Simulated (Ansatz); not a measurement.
Thermal properties of Si from its phonons

All numbers below come from DFT PBE, scalar-relativistic, plane waves, PAW (Ansatz 0.2.0). Plane waves to 420 eV; Γ-centred k mesh 8×8×8; fixed occupations. No spin polarisation. Phonons by linear response, acoustic sum rule imposed.

Equilibrium structure at this level:
```yaml
crystal:
  lattice:
    - [0.00000, 2.73507, 2.73507]
    - [2.73507, 0.00000, 2.73507]
    - [2.73507, 2.73507, 0.00000]
  atoms:
    - { symbol: Si, position: [0.25000, 0.25000, 0.25000] }
    - { symbol: Si, position: [0.00000, 0.00000, 0.00000] }
```

The cell has the diamond type, in a space group that the Crystallography Open Database lists for this formula; it was reached from a generator's guess. The run warned that its linear response isn't converged on this k mesh, so dielectric tensors, Born charges and infrared intensities are rough, and the frequencies may be too.

Force constants from linear response on a 4×4×4 q mesh, interpolated to a fine mesh.

(1) How much zero-point energy does an atom carry?

(2) How large are the vibrational entropy and heat capacity at 300 K?

(3) Tabulate them against temperature.

Answers

(1) 60.3 meV.

(2) S = 2.37 k_B and C_V = 2.41 k_B per atom, 80 % of the Dulong–Petit value.

(3)
| T (K) | F_vib (meV/atom) | S (k_B/atom) | C_V (k_B/atom) |
| --- | --- | --- | --- |
| 100 | 58.9 | 0.50 | 0.93 |
| 200 | 50.4 | 1.48 | 1.92 |
| 300 | 33.6 | 2.37 | 2.41 |
| 400 | 10.0 | 3.10 | 2.64 |
| 500 | -19.4 | 3.70 | 2.76 |
| 600 | -53.5 | 4.21 | 2.83 |
| 700 | -91.8 | 4.65 | 2.87 |
| 800 | -133.5 | 5.04 | 2.90 |
| 900 | -178.4 | 5.38 | 2.92 |
| 1000 | -226.1 | 5.69 | 2.94 |
